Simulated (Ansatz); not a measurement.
An element in the diamond structure gives these cold pressures by all-electron LAPW under PBE (Ansatz 0.2.0, scalar-relativistic, no spin polarisation).

```
V (Å³/atom)  P (GPa)
      36.88     0.00
      32.45     6.20
      28.76    16.15
      25.08     34.9
      21.39     71.4
      18.44    127.5
      15.86    218.6
```

Problem. Which element is it?

Solution. Sn. Its zero-pressure volume in this structure is near 36.9 Å³/atom; the volume and the steepness of P(V) together point to it, though neighbours can come close. This is the case that was computed; others weren't tested.
